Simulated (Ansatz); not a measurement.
Input:

Starting cell, P (black-P type, space group Cmce):

```
CELL_PARAMETERS angstrom
      1.65109    -5.34545     0.00000
      1.65109     5.34545     0.00000
      0.00000     0.00000     4.46660
ATOMIC_POSITIONS crystal
  P  0.40091 0.59909 0.58506
  P  0.59909 0.40091 0.41494
  P  0.90091 0.09909 0.91494
  P  0.09909 0.90091 0.08506
```

In this cell atom 2 (P, nearest neighbour P at 2.213 Å; its periodic images, 3.3 Å or more away, move with it) is moved by s along Cartesian z, unit vector (0.000, 0.000, 1.000); all other atoms and the cell stay fixed.

These are r2SCAN+rVV10 (plane waves to 500 eV, PAW, scalar-relativistic; Ansatz, an electronic-structure program) values and carry that method's errors. k mesh 8×8×6 (Γ-centred), Fermi-Dirac smearing 0.05 eV. The energy includes the smearing's −TS. With partly filled bands, energies and forces of such displacements shift with the k mesh and the smearing. P was relaxed with its symmetry unable to fall. The PAW data are Ansatz's earlier set. The zero of ΔE is the undisplaced structure.

The scan covers s from -0.440 to 0.440 Å in 11 points.

### Question
Is the energy the same for displacements of ±0.440 Å, and if not, which side lies higher?

### Answer
Not even: the negative side lies higher at ±0.440 Å. With its periodic images moving along, the atom's site symmetry in this cell is m.

### Question
What is the energy change at s = 0.440 Å?

### Answer
996 meV/cell.

### Question
What is the force constant k = d²E/ds² of this move at s = 0?

### Answer
14.0 eV/Å².

(For displaced atoms, the force is minus the slope of the energy, and its curvature is a force constant, which sets phonon frequencies.)
